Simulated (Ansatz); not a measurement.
Input file for Ansatz (a first-principles code):

Ansatz 0.2 input:
```yaml
crystal:
  lattice:
    - [4.3426709845, 0.0, 0.0]
    - [0.0, 4.3426709845, 0.0]
    - [0.0, 0.0, 4.3426709845]
  atoms:
    - { symbol: Ag, position: [0.0, 0.0, 0.0] }
    - { symbol: Zr, position: [0.5, 0.5, 0.0] }
    - { symbol: Zr, position: [0.0, 0.5, 0.5] }
    - { symbol: Zr, position: [0.5, 0.0, 0.5] }
kpoints:
  mp_grid: { grid: [7, 7, 7] }
  band_path:
    path:
      - [[0.0, 0.0, 0.0], [0.0, 0.5, 0.0], [0.5, 0.5, 0.0], [0.0, 0.0, 0.0], [0.5, 0.5, 0.5], [0.0, 0.5, 0.0]]  # Γ-X-M-Γ-R-X
      - [[0.5, 0.5, 0.5], [0.5, 0.5, 0.0]]  # R-M
    npoints: 12
basis: { xc_grid: 2 }
hamiltonian:
  xc: pbesol
  pseudopotentials: { kind: paw }
magnetization: { noncollinear: true, spin_orbit: true }
scf:
  n_extra_bands: 13
  convergence: { dr2_threshold: 0.0000000001 }
  occupations: { method: gaussian, width: 0.05 }
output: { eigenvalues: true }
```

Output (shortened):

```
Pseudopotentials: kind: paw_fr
Pseudopotential: Ag, paw_fr, valence charge 19
Pseudopotential: Zr, paw_fr, valence charge 12
Functional definition: PBEsol
non-collinear run that drives no moment, with spin-orbit …
Crystal: 4 atoms, lattice volume = 81.898 Å³
Basis set: ecut = 420 eV, 1575 PW (Γ), exchange–correlation on 60×60×60 points (8 copies of the dense FFT grid, shifted against one another)
Bands: 68, of which v1, the nominal top of the filled ones, is band 55 counted from 1 (54 counted from 0)
Symmetry: 48 space group operations + 48 with time reversal
k-points: 20 of 343
Projection manifold: j_resolved (fully-relativistic pseudo-atomic orbitals)
PAW frozen core: Ag, regenerated for the run's functional, and the local potential with it
PAW frozen core: Zr, regenerated for the run's functional, and the local potential with it
Initial density: superposition of atomic densities (chi_scale 0.1, normalization cell, long waves kept (reshape's long-wave potential 0.00 eV rms))
Initial wavefunctions: pseudopotential atomic-orbital guess
Eigensolver: davidson
Functional: x = pbesol(κ = 0.804, μ = 0.12345679012345678), c = pbesol(β = 0.046)
SCF iter   1: F=—  HF=-19927.288469 eV  |F-HF|=—  |Δ(HF+E_count)|=         —  Δρ=3.86e-1  dr2=2.33e2  dr2_m=0.00e0 (ungated)  ethr=3.10e-3  |M|=0.00e0 ∫|m|=0.00e0 μB  |m|>n=0.0e0 m-floor=0.0e0 τ_xc=0.0e0  β_m=0.30  ⟨swp⟩=6.0  Hψ=2863  notcnv=0
all-band conjugate gradients solve this SCF's bands
preconditioner: auto → Kerker (q_TF=auto, 2.553 Å⁻¹)
spin=Noncollinear: Kerker preconditioning applied to the charge; magnetization (m_x, m_y, m_z) channels mix plain (no charge-response kernel on spin).
SCF iter   2: F=—  HF=-19913.718065 eV  |F-HF|=—  |Δ(HF+E_count)|=    1.36e1  Δρ=8.25e-2  dr2=4.00e0  dr2_m=0.00e0 (ungated)  ethr=3.10e-3  |M|=0.00e0 ∫|m|=0.00e0 μB  |m|>n=0.0e0 m-floor=0.0e0 τ_xc=0.0e0  β_m=0.28  ⟨swp⟩=4.0  Hψ=1735  notcnv=0  defer=148
SCF iter   3: F=—  HF=-19913.215766 eV  |F-HF|=—  |Δ(HF+E_count)|=   5.02e-1  Δρ=4.74e-2  dr2=1.42e0  dr2_m=0.00e0 (ungated)  ethr=3.10e-3  |M|=0.00e0 ∫|m|=0.00e0 μB  |m|>n=0.0e0 m-floor=0.0e0 τ_xc=0.0e0  β_m=0.64  ⟨swp⟩=2.4  Hψ=1418  notcnv=0  defer=108
SCF iter   4: F=—  HF=-19913.063691 eV  |F-HF|=—  |Δ(HF+E_count)|=   1.52e-1  Δρ=1.31e-2  dr2=3.06e-1  dr2_m=0.00e0 (ungated)  ethr=2.57e-3  |M|=0.00e0 ∫|m|=0.00e0 μB  |m|>n=0.0e0 m-floor=0.0e0 τ_xc=0.0e0  β_m=0.75  ⟨swp⟩=2.0  Hψ=1327  notcnv=0  defer=116
SCF iter   5: F=—  HF=-19913.019560 eV  |F-HF|=—  |Δ(HF+E_count)|=   4.41e-2  Δρ=7.23e-3  dr2=8.74e-2  dr2_m=0.00e0 (ungated)  ethr=5.56e-4  |M|=0.00e0 ∫|m|=0.00e0 μB  |m|>n=0.0e0 m-floor=0.0e0 τ_xc=0.0e0  β_m=0.88  ⟨swp⟩=1.8  Hψ=751  notcnv=0  defer=122
SCF iter   6: F=—  HF=-19913.008680 eV  |F-HF|=—  |Δ(HF+E_count)|=   1.09e-2  Δρ=4.30e-3  dr2=3.12e-2  dr2_m=0.00e0 (ungated)  ethr=1.59e-4  |M|=0.00e0 ∫|m|=0.00e0 μB  |m|>n=0.0e0 m-floor=0.0e0 τ_xc=0.0e0  β_m=0.83  ⟨swp⟩=1.2  Hψ=680  notcnv=0  defer=120
SCF iter   7: F=—  HF=-19913.004087 eV  |F-HF|=—  |Δ(HF+E_count)|=   4.59e-3  Δρ=2.19e-3  dr2=8.16e-3  dr2_m=0.00e0 (ungated)  ethr=5.67e-5  |M|=0.00e0 ∫|m|=0.00e0 μB  |m|>n=0.0e0 m-floor=0.0e0 τ_xc=0.0e0  β_m=0.92  ⟨swp⟩=1.6  Hψ=675  notcnv=0  defer=118
SCF iter   8: F=—  HF=-19913.002527 eV  |F-HF|=—  |Δ(HF+E_count)|=   1.56e-3  Δρ=6.18e-4  dr2=6.50e-4  dr2_m=0.00e0 (ungated)  ethr=1.48e-5  |M|=0.00e0 ∫|m|=0.00e0 μB  |m|>n=0.0e0 m-floor=0.0e0 τ_xc=0.0e0  β_m=0.96  ⟨swp⟩=2.0  Hψ=825  notcnv=0  defer=118
SCF iter  12: F=-19913.002384 eV  HF=-19913.002384 eV  |F-HF|=3.64e-12  |Δ(HF+E_count)|=  5.82e-11  Δρ=1.23e-7  dr2=1.34e-11  dr2_m=0.00e0 (ungated)  ethr=1.00e-12  |M|=0.00e0 ∫|m|=0.00e0 μB  |m|>n=0.0e0 m-floor=0.0e0 τ_xc=0.0e0  ⟨swp⟩=8.8  Hψ=2095  notcnv=0
SCF 1 converged in 12 iterations: F = -19913.002384 eV  dr2 = 1.34e-11
NSCF: frozen V_eff on 74 k-points
SCF converged after 12 iterations
Magnetization: |M| = 0.0000 μB,  M = (+0.0000, +0.0000, +0.0000) μB
Absolute magnetization: 0.0000 μB (∫|m|)
  site 0: m = (+0.0000, +0.0000, +0.0000) μB, |m| = 0.0000 μB  (R = 1.27 Å)
  site 1: m = (+0.0000, +0.0000, +0.0000) μB, |m| = 0.0000 μB  (R = 1.27 Å)
  site 2: m = (+0.0000, +0.0000, +0.0000) μB, |m| = 0.0000 μB  (R = 1.27 Å)
  site 3: m = (+0.0000, +0.0000, +0.0000) μB, |m| = 0.0000 μB  (R = 1.27 Å)
Free energy (F): -19913.002384 eV
Harris-Foulkes:  -19913.002384 eV  (|F-HF|=3.64e-12)
Internal energy: -19912.994388 eV  (E = F + TS)
E sigma→0 (E₀):  -19912.998386 eV
Entropy (-TS):   -0.007996 eV (-1.999 meV/atom)
Fermi energy:    15.406925 eV
--- Per-component energies (eV) ---
  E_band       = -507.837323
  E_kinetic    = 1528.409092
  E_local      = -4455.786472  (includes V_loc(G=0)·N_el)
  E_nonlocal   = 326.161191
  E_hartree    = 1776.892016
  E_xc         = -666.710545
  E_vxc        = -807.690058  (∫ρ·V_xc dr)
  E_paw        = -12536.877121  (= ΣΔE_a)
  E_vpaw       = -652.715337  (= ΣTr[D̂ρ^β])
  E_aug_tail   = 0.000364  (compensation charges beyond the density's cutoff)
  E_ewald      = -5885.907198
  E_core_change = 0.824284  (= ΣΔE_core)
  E_smearing   = -0.007996  (= −TS)
  E_closure    = 0.000000  (closes the sum)
  Σ components = -19913.002384   (vs F -19913.002384, Δ=0.00e0)
  [band-id]    e_kinetic+e_local+e_nonlocal+2·e_hartree+e_vxc+e_vpaw+e_augmentation_tail = -507.837188   (vs E_band -507.837323, Δ=1.35e-4)
--- Band table (eV; the first three rows and the last of 20) ---
  k-point 0: bands = ["-76.8088", "-76.8088", "-43.8460", "-43.8460", "-38.7059", "-38.7059", "-38.7059", "-38.7059", "-33.0318", "-33.0318", "-32.7967", "-32.7967", "-32.7967", "-32.7967", "-12.4106", "-12.4106", "-12.4106", "-12.4106", "-11.8862", "-11.8862", "-10.8778", "-10.8778", "-10.6265", "-10.6265", "-10.6265", "-10.6265", "-10.3515", "-10.3515", "-9.9886", "-9.9886", "-9.9886", "-9.9886", "9.1858", "9.1858", "9.9227", "9.9227", "9.9227", "9.9227", "10.3846", "10.3846", "10.3846", "10.3846", "10.5251", "10.5251", "11.7399", "11.7399", "14.3885", "14.3885", "14.3885", "14.3885", "14.4523", "14.4523", "15.0028", "15.0028", "15.0028", "15.0028", "18.1364", "18.1364", "18.2684", "18.2684", "18.2684", "18.2684", "18.7040", "18.7040", "18.7040", "18.7040", "18.7915", "18.7915"]
  k-point 1: bands = ["-76.8088", "-76.8088", "-43.8461", "-43.8461", "-38.7060", "-38.7060", "-38.7059", "-38.7059", "-33.0215", "-33.0215", "-32.8070", "-32.8070", "-32.7965", "-32.7965", "-12.4067", "-12.4067", "-12.3846", "-12.3846", "-11.9049", "-11.9049", "-10.8574", "-10.8574", "-10.6258", "-10.6258", "-10.6131", "-10.6131", "-10.3607", "-10.3607", "-10.0364", "-10.0364", "-10.0062", "-10.0062", "9.4129", "9.4129", "9.9785", "9.9785", "9.9973", "9.9973", "10.4343", "10.4343", "10.4586", "10.4586", "10.5807", "10.5807", "11.9229", "11.9229", "14.3906", "14.3906", "14.4527", "14.4527", "14.5156", "14.5156", "14.7223", "14.7223", "15.1464", "15.1464", "17.3455", "17.3455", "17.4193", "17.4193", "17.8245", "17.8245", "18.5849", "18.5849", "19.3366", "19.3366", "19.3903", "19.3903"]
  k-point 2: bands = ["-76.8088", "-76.8088", "-43.8461", "-43.8461", "-38.7062", "-38.7062", "-38.7059", "-38.7059", "-32.9936", "-32.9936", "-32.8349", "-32.8349", "-32.7962", "-32.7962", "-12.3980", "-12.3980", "-12.3135", "-12.3135", "-11.9606", "-11.9606", "-10.8137", "-10.8137", "-10.6006", "-10.6006", "-10.5741", "-10.5741", "-10.3894", "-10.3894", "-10.1641", "-10.1641", "-10.0462", "-10.0462", "9.9884", "9.9884", "10.0985", "10.0985", "10.2337", "10.2337", "10.5467", "10.5467", "10.6564", "10.6564", "10.7243", "10.7243", "12.3830", "12.3830", "13.8723", "13.8723", "14.3608", "14.3608", "14.5997", "14.5997", "14.6621", "14.6621", "15.5812", "15.5812", "16.6499", "16.6499", "16.6884", "16.6884", "17.1754", "17.1754", "18.2818", "18.2818", "18.6135", "18.6135", "19.0125", "19.0125"]
  k-point 19: bands = ["-76.8088", "-76.8088", "-43.8462", "-43.8462", "-38.7063", "-38.7063", "-38.7063", "-38.7063", "-32.8813", "-32.8813", "-32.8696", "-32.8696", "-32.8696", "-32.8696", "-12.3859", "-12.3859", "-12.2922", "-12.2922", "-12.2796", "-12.2796", "-10.8815", "-10.8815", "-10.6786", "-10.6786", "-10.3740", "-10.3740", "-10.3643", "-10.3643", "-10.0429", "-10.0429", "-10.0203", "-10.0203", "10.0855", "10.0855", "10.0933", "10.0933", "10.4238", "10.4238", "10.9183", "10.9183", "10.9365", "10.9365", "11.2690", "11.2690", "13.6600", "13.6600", "13.9637", "13.9637", "14.0234", "14.0234", "15.7086", "15.7086", "15.8280", "15.8280", "15.8334", "15.8334", "16.3198", "16.3198", "16.3403", "16.3403", "16.4590", "16.4590", "16.7912", "16.7912", "18.5161", "18.5161", "18.5258", "18.5258"]
  band table: 68 of 68 bands, residual norms ≤ 1.0e-3 eV
```

Cost: about 80 core-seconds (a rough figure) on shared cores.

Space group Pm-3m (Cu3Au type). The workflow started from an entry of the Crystallography Open Database (COD); the relaxed space group is not among those it files for this formula. COD files the formula under space group No. 123, so this cell is another polymorph or a model. Its standing as an ambient phase is unchecked. The PBEsol relaxation kept the symmetry of its start; of distortions, only those at the zone centre were tested. The run is not spin-polarised.

Potentials: the later of the program's two PAW sets.

Ansatz is a plane-wave DFT program.
